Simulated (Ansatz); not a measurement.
**simple cubic against fcc along group 15**

Computed with DFT, PBEsol, plane waves (420 eV) with PAW, scalar-relativistic (Ansatz). (PAW data from PBE, frozen cores regenerated.)

Each structure is relaxed within its symmetry, in the lowest magnetic state of the tried starts. Differences under about 8 meV lie within the error of the k-point mesh.

```tsv
element	E(simple cubic) − E(fcc) (meV/atom)	V(simple cubic) (Å³/atom)	V(fcc) (Å³/atom)	state of simple cubic	state of fcc
P	-724	14.11	13.94	spin not included	spin not included
As	-407	19.51	18.44	spin not included	spin not included
Sb	-239	28.63	26.16	spin not included	spin not included
Bi	-109	33.45	30.24	spin not included	spin not included
```
